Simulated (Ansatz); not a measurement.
# Computed properties of CuLi$_{2}$Nb$_{4}$O$_{12}$

CuLi₂Nb₄O₁₂:
```
CELL_PARAMETERS angstrom
     -5.16171     0.00000     0.00000
     -2.65049     2.11096     8.51420
     -2.49422     4.88896     0.00000
ATOMIC_POSITIONS crystal
  Cu 0.82044 0.39983 0.97406
  Li 0.32650 0.88550 0.45488
  Li 0.08797 0.63669 0.19481
  Nb 0.26190 0.23524 0.25905
  Nb 0.75404 0.75905 0.73490
  Nb 0.51166 0.49642 0.50418
  Nb 0.99324 0.00481 0.99446
  O  0.43929 0.31146 0.40301
  O  0.96714 0.80633 0.89026
  O  0.95730 0.42497 0.24373
  O  0.44024 0.91862 0.77970
  O  0.57576 0.05231 0.14500
  O  0.10511 0.56155 0.61564
  O  0.04399 0.10403 0.58196
  O  0.55442 0.60128 0.05990
  O  0.54857 0.36851 0.83874
  O  0.02609 0.86537 0.33052
  O  0.06540 0.19091 0.01464
  O  0.61151 0.68027 0.49627
```
The run is spin-polarised; directions of the spins, atom by atom: ↑ 0 0 0 0 0 0 0 0 0 0 0 0 0 0 0 0 0 0.

Space group P1 (No. 1); conventional cell a = 5.162 Å, b = 5.488 Å, c = 8.957 Å, α = 105.57°, β = 91.00°, γ = 117.03°.

Method: DFT-r²SCAN in the program Ansatz with PAW potentials. Geometry: relaxed at this level of theory. Other levels are named where they apply.

Cell and energy:

- Volume per atom: 11.31 Å³
- Density: 4.95 g/cm³
- Formation energy from the elements (no fitted shifts): -2.56 eV/atom

Electronic structure:

* **Band gap**: 0.97 eV (indirect)
* **Valence-band maximum**: at Γ
* **Conduction-band minimum**: at R (k = 0.500, 0.500, 0.500 in fractions of the reciprocal vectors)
* **Smallest direct gap on the standard path**: 1.06 eV
* **Electron effective mass**: 1.9, 3.8, 21 mₑ (principal values)
* **Hole effective mass**: 1.8, 12, 16 mₑ (principal values)

Magnetism:

* **Magnetic order**: ferromagnetic
* **Net moment**: 0.05 μB per atom

Charges:

- Bader charges = Cu +1.24, Li +0.91, Nb +2.85 to +2.91, O -1.26 to -1.14 e

The start of the workflow was typed in or built on a structure type; neither database checked (COD, Materials Project) lists it. Whether it is the stable phase at ambient conditions was not checked. The cell was relaxed with r²SCAN; its stability against distortions is not shown here. Spin order of the final state: ferromagnetic, the only order run, not a proven ground state. Other orbital occupations within this spin state were not tried. No Hubbard U is applied. The references are the lowest solids computed at this level, not always the standard phases (solids in place of the gases). Scalar-relativistic: spin–orbit coupling is off unless named, which matters more the heavier the elements.

Potentials: the later of the program's two PAW sets.
